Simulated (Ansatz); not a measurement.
**Fe₂B: pressure against volume**

Fe₂B, I4/mcm, a = 4.983 Å, c = 4.156 Å. The structure is a COD entry; whether it is the stable form wasn't checked. Ansatz: PBEsol, PAW, 420 eV, Γ-centred 12×12×12 mesh on 6 atoms, Gaussian smearing 0.10 eV; collinear spin, largest moment 1.6 μB. Shape and atoms are relaxed at each volume; pressure is positive in compression.

```
V (Å³/atom) P (GPa)
      7.568    41.94
      7.826    27.84
      8.084    17.66
      8.342     7.96
      8.600     0.02
      8.858    -6.73
      9.116   -12.66
      9.460        ?
```

Question: Take V0 = 8.600 Å³/atom, count pressures from its P0 = 0.02 GPa, fit the third-order Birch–Murnaghan form to the other rows, and predict the missing pressure.

Answer: With the Eulerian strain f = ½[(V0/V)^(2/3) − 1] and y = (P − P0)/[3f(1 + 2f)^(5/2)], the form is the line y = B0 + 1.5 B0 (B0′ − 4) f. Rows (f, y): 0.04448, 253.9; 0.03245, 244.2; 0.02106, 251.8; 0.01026, 245.2; -0.00976, 242.2; -0.01905, 244.5. Means f = 0.01324, y = 246.97; Σ(Δf)² = 0.002987, ΣΔfΔy = 0.3958; the slope is their ratio. y = 245.2 + 132.5 f GPa, so B0 = 245.2 GPa and B0′ = 4 + 2 × (132.5)/(3 × 245.2) = 4.36. At V = 9.460, f = -0.03078, y = 241.12 and P = -18.98 GPa. The run gave -19.20 GPa, so the fit is 0.22 GPa too high, within the rms miss on the fitted rows (0.33 GPa). The form still works here, 22 % of the fitted range beyond its end. Note that the largest moment runs from 0.98 to 1.99 μB along the series.

The largest moment runs from 0.98 to 1.99 μB along the series, so B0 and B0′ hold the change of the moment too.

Only parallel moments were tried here.